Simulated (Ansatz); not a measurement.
Two states of Gd6CrSb2

```
Gd Cr Sb
1.0
     8.41589    0.00000    0.00000
    -4.20794    7.28838    0.00000
     0.00000    0.00000    4.32555
Gd Cr Sb
6 1 2
Direct
  0.23600 0.00000 0.00000
  0.76400 0.76400 0.00000
  0.00000 0.23600 0.00000
  0.59700 0.00000 0.50000
  0.40300 0.40300 0.50000
  0.00000 0.59700 0.50000
  0.00000 0.00000 0.50000
  0.33330 0.66670 0.00000
  0.66670 0.33330 0.00000
```

Method: PBE; PAW, plane waves to 420 eV, 4×4×6 Γ-centred mesh, gaussian occupations (width 0.1767 eV) (Ansatz 0.2.0), atoms fixed.

State A: Gd1 up, Gd2 up, Gd3 up, Gd4 up, Gd5 up, Gd6 up, Cr7 down (collinear spin). State B: Gd1 down, Gd2 down, Gd3 down, Gd4 up, Gd5 up, Gd6 down, Cr7 up (collinear spin).

Task: Compare the two self-consistent states.

Result: State A is lower by 45.6 meV an atom at zero smearing; in free energy at this smearing B lies +44.9 meV an atom from A.

| state | free energy (meV/atom) | largest moment in a small sphere (μB) | net moment (μB/cell) | gap on mesh (eV) | pressure (GPa) | largest force (eV/Å) |
| --- | --- | --- | --- | --- | --- | --- |
| A | 0.0 | 7.32 | 43.67 | metal | -1.2 | 0.37 |
| B | 44.9 | 7.29 | 14.64 | metal | -1.1 | 0.26 |

Origin: a known structure type with other elements, at an estimated volume, so it need not be a known compound. Caveats: wide smearing; f shells without a U or exact exchange are poorly placed.
